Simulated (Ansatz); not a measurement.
SiO2:
```
CELL_PARAMETERS angstrom
      4.07117     0.00000     0.00000
      0.00000     5.02952     0.00000
      0.00000     0.00000     4.48259
ATOMIC_POSITIONS crystal
  Si 0.50000 0.34815 0.75000
  Si 0.50000 0.65185 0.25000
  Si 0.00000 0.15185 0.25000
  Si 0.00000 0.84815 0.75000
  O  0.26884 0.61795 0.58039
  O  0.73116 0.38205 0.41961
  O  0.23116 0.88205 0.08039
  O  0.76884 0.11795 0.91961
  O  0.76884 0.88205 0.41961
  O  0.23116 0.11795 0.58039
  O  0.73116 0.61795 0.91961
  O  0.26884 0.38205 0.08039
```

Relaxed with r²SCAN.

Q: Give the Bader charges and basin volumes of the independent atoms, the program Ansatz at the r²SCAN level (PAW).

A: 

| atom | Bader charge (e) | Bader volume (Å³) |
|---|---|---|
| Si1 | +3.35 | 2.5 |
| O5 | -1.67 | 10.2 |

Space group Pbcn. The workflow started from a Materials Project entry (that database holds measured and hypothetical structures alike); the Crystallography Open Database copy checked does not list it. It is not the phase usual at ambient conditions (space group No. 92, 152, 154). The cell was relaxed with r²SCAN under the symmetry of its start; its stability against distortions is not shown here.

Potentials: the earlier of the program's two PAW sets.
